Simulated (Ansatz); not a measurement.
Consider a crystal of Sc₄PbF₂ in space group P6/mmm (No. 191), with Sc on 3f and 1b; Pb on 1a; F on 2c.

All numbers below come from DFT PBE, scalar-relativistic, plane waves, PAW in Ansatz. Cutoff 420 eV, Γ-centred mesh, Gaussian smearing, no spin polarisation.

Energies over the elements count from the elements' standard structures at the same level (F₂ as a molecule), with no fitted energy shifts.

Q: Which cell and coordinates does it relax to?

A:

Space group P6/mmm (No. 191). a = 6.919 Å, b = 6.919 Å, c = 5.444 Å, α = 90.00°, β = 90.00°, γ = 120.00°
```tsv
atom	site	symmetry	x	y	z
Sc	3f	mmm	0.5000	0.0000	0.0000
Sc	1b	6/mmm	0.0000	0.0000	0.5000
Pb	1a	6/mmm	0.0000	0.0000	0.0000
F	2c	-6m2	0.3333	0.6667	0.0000
```

Sc on a site of symmetry mmm is surrounded by 2 F at 2.00 Å, 2 Pb at 3.46 Å and 4 Sc at 3.46 Å; Sc on a site of symmetry 6/mmm has 2 Pb at 2.72 Å; Pb is surrounded by 2 Sc at 2.72 Å and 6 Sc at 3.46 Å; F is surrounded by 3 Sc at 2.00 Å. Another local minimum with the same sites may exist.

Q: Where does its energy lie, and is it a metal?

A: The energy over the elements is −0.81 eV/atom. The gap on the 6×6×8 mesh of the 7-atom cell is 0 eV (a metal). Whether it is stable depends on the other phases of the system, which aren't compared here.

The last run used Gaussian smearing of 0.10 eV. Spin–orbit coupling, which can matter for Pb, is left out. The cell is a metal run without spin, though a test with spin on the coarse mesh kept 0.7 μB a cell, so a magnetic state probably lies lower. Symmetry constrained the relaxation, so the result can be a saddle point.
